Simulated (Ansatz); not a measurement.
The start is a generated cell, Ge built in the trigonal-Se structure type. The structure is fully relaxed (lattice and positions, P = 0) with r2SCAN (plane waves to 500 eV, PAW, scalar-relativistic; Ansatz, a quantum-chemistry and plane-wave program). The first steps use a coarse 6×6×5 k-mesh.

Initial structure:
```yaml
crystal:
  lattice:
    - [4.41551, 0.00000, 0.00000]
    - [-2.20776, 3.82395, 0.00000]
    - [0.00000, 0.00000, 5.00955]
  atoms:
    - { symbol: Ge, position: [0.22540, 0.00000, 0.83333] }
    - { symbol: Ge, position: [0.00000, 0.22540, 0.16667] }
    - { symbol: Ge, position: [0.77460, 0.77460, 0.50000] }
```

### Question
What is the largest force in the starting geometry, and on which atom (counted from 1)?

### Answer
About 1.4 eV/Å, on Ge1, Ge2, Ge3 (atoms numbered as listed).

### Question
What symmetry does the relaxed structure have?

### Answer
The space group goes from P3₁21 (No. 152) to Pm-3m (No. 221); the end is AFLOW prototype A_cP1_221_a (A_h), with 1 atom in the primitive cell.

### Question
How much energy is released per atom?

### Answer
0.52 eV/atom.

### Question
How does the volume change?

### Answer
-31.6 %, from 28.19 to 19.27 Å³/atom.

### Question
How do the shortest distances between atoms change?

### Answer
The closest pairs of elements (up to four, under 3.6 Å), start → end: Ge–Ge 2.40 → 2.68 Å.

### Question
What does it relax into? Give the structure.

### Answer

Space group Pm-3m (No. 221); a = b = c = 2.681 Å, α = β = γ = 90.00°

```json
[
 {"atom": "Ge", "site": "1b", "symmetry": "m-3m", "x": "0.5000", "y": "0.5000", "z": "0.5000"}
]
```

Final values are on a 17×17×17 k-mesh of the relaxed cell. No spin polarisation in the result.

The run could not lose the symmetry of its start, so the end can be a saddle point.

The relaxed structure here is a generated cell of Ge: the first start was made by placing the elements on the sites of a structure type, and the end was not matched to a known phase here, so it may be hypothetical. Known forms of Ge include space group No. 227.
